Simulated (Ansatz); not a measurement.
**B3AsN2 (ordering on zincblende): the band gap by level of theory**

All numbers come from Ansatz. Values at 0 K without nuclear motion; no magnetic order is allowed, and the phase may be a hypothetical one.

The cell is an ordered 6-atom cell of B3AsN2 on the zincblende lattice (Imm2); cell and atoms were relaxed with r2SCAN. The symmetry is Imm2 (No. 44, orthorhombic); conventional cell a = 2.853 Å, b = 8.582 Å, c = 4.025 Å, 8.21 Å³ an atom. N is surrounded by 4 B at 1.60–1.70 Å; B is surrounded by 3 N at 1.60–1.70 Å and 1 As at 1.99 Å; As is surrounded by 4 B at 1.93–1.99 Å and 2 As at 2.85 Å; B is surrounded by 2 N at 1.64 Å and 2 As at 1.93 Å.

```
N B As
1.0
    -1.42673    4.29108    2.01228
     1.42673   -4.29108    2.01228
     1.42673    4.29108   -2.01228
N B As
2 3 1
Direct
  0.31975 0.99354 0.32621
  0.66733 0.99354 0.67379
  0.52857 0.72001 0.80856
  0.91145 0.72001 0.19144
  0.32246 0.82246 0.50000
  0.00045 0.00045 0.00000
```

Relaxed lattice by functional, symmetry kept:

| functional | k mesh | a (Å) | b (Å) | c (Å) | volume (Å³/atom) |
| --- | --- | --- | --- | --- | --- |
| PBE | 10×10×10 | 2.859 | 8.610 | 4.042 | 8.29 |
| r2SCAN | 10×10×10 | 2.853 | 8.582 | 4.025 | 8.21 |

Gaps on the r2SCAN cell, each the least over its mesh and the special points:
```tsv
level	k mesh	gap (eV)	kind	edges	least direct gap (eV)	rough cost
PBE	10×10×10	0.15	direct	X	0.15	30 core-seconds
PBE+SOC	10×10×10	0.15	direct	X	0.15	2.4 core-minutes
r2SCAN	10×10×10	0.39	direct	X	0.39	60 core-seconds
HSE06	6×6×6	0.93	direct	X	0.93	5 core-minutes
PBE0	6×6×6	1.65	direct	X	1.65	5 core-minutes
```
PBE, PBE+SOC: smearing of 0.02 eV; the others have fixed occupations.
Wave cutoffs: 420 eV, 500 eV (r2SCAN).
Costs come from shared machines and give only the order; PBE's includes the band path. The runs had 4 threads of Arm Neoverse V2 (shared host).

The HSE06 gap is direct at X: 0.93 eV. Spin-orbit coupling changes the PBE gap by 0.00 eV, to 0.15 eV. With so small a gap spin-orbit coupling can invert the bands, which the size of the gap doesn't show: the edges may have crossed and parted again.

r2SCAN covers 31 % of the step from PBE to HSE06, while HSE06 needs about 6 times r2SCAN's cost (on a coarser mesh). Spin-orbit coupling moves the least or the direct gap by up to 0.01 eV, so it can be left out where a tenth of an eV counts. All these functionals give a gap of the same kind, direct.

Only the levels marked +SOC include spin-orbit coupling.
